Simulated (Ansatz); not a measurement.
**Equation of state of Y**

```cif
data_structure
_symmetry_space_group_name_H-M 'Fm-3m'
_symmetry_Int_Tables_number 225
_cell_length_a 4.9700
_cell_length_b 4.9700
_cell_length_c 4.9700
_cell_angle_alpha 90.000
_cell_angle_beta 90.000
_cell_angle_gamma 90.000
_cell_volume 122.76
loop_
_atom_site_label
_atom_site_type_symbol
_atom_site_symmetry_multiplicity
_atom_site_Wyckoff_symbol
_atom_site_fract_x
_atom_site_fract_y
_atom_site_fract_z
_atom_site_occupancy
Y1 Y 4 a 0.00000 0.00000 0.00000 1
```

The runs use the primitive cell with vectors (0.000, 2.485, 2.485), (2.485, 0.000, 2.485), (2.485, 2.485, 0.000) Å, to which the k mesh refers.

The cell is COD entry 1534898, as deposited and not checked against the literature; nothing was relaxed.

Methods: DFT, LDA, all-electron LAPW, scalar-relativistic (Ansatz 0.2.0); DFT, LDA, PAW with Ansatz's default frozen-core files, scalar-relativistic (Ansatz 0.2.0).

For LAPW: a Γ-centred 13×13×13 k mesh, Fermi–Dirac smearing of 0.05 eV, basis error target 1 meV/atom, no spin polarisation. PAW takes a cutoff of 420 eV at this cell (files made with PBE, cores remade for this functional). The Ansatz runs share mesh, smearing and spin set-up. Plane-wave (PAW) pressures include the program's estimate of the Pulay term.

The cell above is scaled evenly, with fractional coordinates and shape held.

| V/V(cell) | V (Å³/atom) | P, LAPW (GPa) | P, PAW (GPa) | free energy over the lowest listed, PAW (meV/atom) |
| --- | --- | --- | --- | --- |
| 0.9400 | 28.849 | 0.99 | 0.99 | 1.9 |
| 0.9600 | 29.463 | 0.00 | 0.00 | 0.0 |
| 0.9800 | 30.077 | -0.91 | -0.91 | 1.8 |
| 0.9900 | 30.384 | -1.33 | -1.33 | 3.9 |
| 1.0000 | 30.691 | -1.74 | -1.74 | 6.8 |
| 1.0100 | 30.998 | -2.13 | -2.12 | 10.5 |
| 1.0200 | 31.305 | -2.50 | -2.50 | 15.0 |
| 1.0400 | 31.919 | -3.19 | -3.19 | 25.9 |
| 1.0600 | 32.532 | -3.83 | -3.83 | 39.4 |

Problem. What do Birch–Murnaghan fits to the pressures give?

Solution. LAPW: V0 = 29.46 Å³/atom, B0 = 45 GPa, B0′ = 3.2; PAW: V0 = 29.46 Å³/atom, B0 = 45 GPa, B0′ = 3.2.

PAW's V0 lies 0.00 % from the all-electron value and its B0 0.0 %. Symmetry fixes shape and coordinates here, so this is the relaxed modulus.
